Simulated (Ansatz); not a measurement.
# Sn (Fd-3m): lattice vibrations

```
CELL_PARAMETERS angstrom
0.00000 3.27111 3.27111
3.27111 0.00000 3.27111
3.27111 3.27111 0.00000
ATOMIC_POSITIONS crystal
Sn 0.50000 0.50000 0.50000
Sn 0.75000 0.75000 0.75000
```

Level of theory, where no other is named: PBEsol, all-electron LAPW in Ansatz 0.2.0, scalar-relativistic. k mesh 10×10×10, Fermi-Dirac smearing of 0.100 eV, basis error target 0.5 meV/atom. The cell was relaxed by PAW under this functional. This phase needn't be the one found at ambient conditions.

Atoms are displaced by 0.01 Å in the smallest supercells that hold the wave vectors of a 2×2×2 mesh. Negative values stand for unstable modes.

Problem. What are the phonon energies at the solved wave vectors, in cm⁻¹?

Solution. 

| q | point | modes (cm⁻¹) |
| --- | --- | --- |
| 0.000 0.000 0.000 | Gamma | 179.9 (×3) |
| 0.500 0.000 0.000 | L | 31.0 (×2), 127.1, 153.3, 180.9 (×2) |
| 0.500 0.500 0.000 | X | 35.2 (×2), 146.5 (×2), 175.7 (×2) |

Problem. Is the structure dynamically stable at these wave vectors?

Solution. Yes, no mode is unstable there; wave vectors off this mesh aren't tested.

Problem. How do the optical zone-centre modes decompose, and which are active?

Solution. Point group m-3m: Γ_opt = T2g.

```
label   cm⁻¹  activity      mostly
  T2g  179.9     Raman  Sn (100 %)
```

Problem. How well do frozen-core PAW files reproduce these all-electron values?

Solution. With a cutoff of 420 eV and displacements of 0.0025 Å, the r.m.s. difference over the modes is 0.1 cm⁻¹; the largest difference is 181.0 (PAW) against 180.9 cm⁻¹ (LAPW).

Problem. The cell is scaled evenly to 68.953 and 71.053 Å³ (from 70.003), with free atoms relaxed and the shape held. What are the mode Grüneisen parameters γ = −d ln ω/d ln V?

Solution. For the highest mode, 184.9 cm⁻¹ in the small cell and 177.0 in the large one give γ ≈ 1.46. From the change of the dynamical matrix on each mode:

| point | cm⁻¹ | γ |
| --- | --- | --- |
| Gamma | 179.9 | 1.40 |
| L | 31.0 | -2.51 |
| L | 127.1 | 0.83 |
| L | 153.3 | 1.81 |
| L | 180.9 | 1.46 |
| X | 35.2 | -3.61 |
| X | 146.5 | 1.26 |
| X | 175.7 | 1.62 |

Weighted by the modes' heat capacities at 300 K, the mean on this mesh is -0.01; it moves with the q mesh, and a coarse one overweights the zone boundary. Rows under −0.05 (2 here) are modes that soften under compression and pull towards negative thermal expansion.

Caveats: responses of metals move with mesh and smearing; the frozen-core PAW files of the compared runs were fitted under PBE, their cores solved anew for this functional.
